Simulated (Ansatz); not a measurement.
Stackings of close-packed layers of SbPt (capitals for Pt, lower case for the other element), each relaxed to a stress under 0.05 GPa; energies count from the stacking AcBaCb (R-3m).

Computed with DFT PBEsol, scalar-relativistic, plane waves, PAW in Ansatz 0.2.0.

Cutoff 420 eV, Gaussian smearing of 0.10 eV, energies at zero smearing, symmetry of each start kept, no spin polarisation.

| start | atoms | k mesh | excess energy (meV/atom) | excess energy on a denser mesh (meV/atom) | spacing of like layers (Å) | a (Å) | denser mesh |
| --- | --- | --- | --- | --- | --- | --- | --- |
| AbAc | 4 | 12×12×6 | -138.8 | -144.3 | 2.734 | 4.170 | 21×21×12 |
| AcBc* | 4 | 12×12×6 | 125.2 | 122.5 | 3.734 | 3.537 | 21×21×12 |
| AcBcAbCb | 8 | 12×12×3 | 79.8 | 78.0 | 3.378 | 3.753 | 21×21×6 |
| AcBaCbAbCaBc | 12 | 12×12×2 | 55.3 | 53.9 | 3.266 | 3.818 | 21×21×4 |
| AcBcAcBaCb | 10 | 12×12×3 | 66.5 | - | 3.340 | 3.776 | - |

Zero in every row: gap on the mesh (eV).

* ends far from its start.

Spin-orbit coupling is left out, which matters for the bands of heavy elements.

Small energy differences in metals hang on the k mesh (about 10 mJ/m² or 1 to 2 meV/atom on the mesh of the relaxation).

Cost: 5 runs of about 25 core-minutes in all, on Arm Neoverse V1 (shared hosts).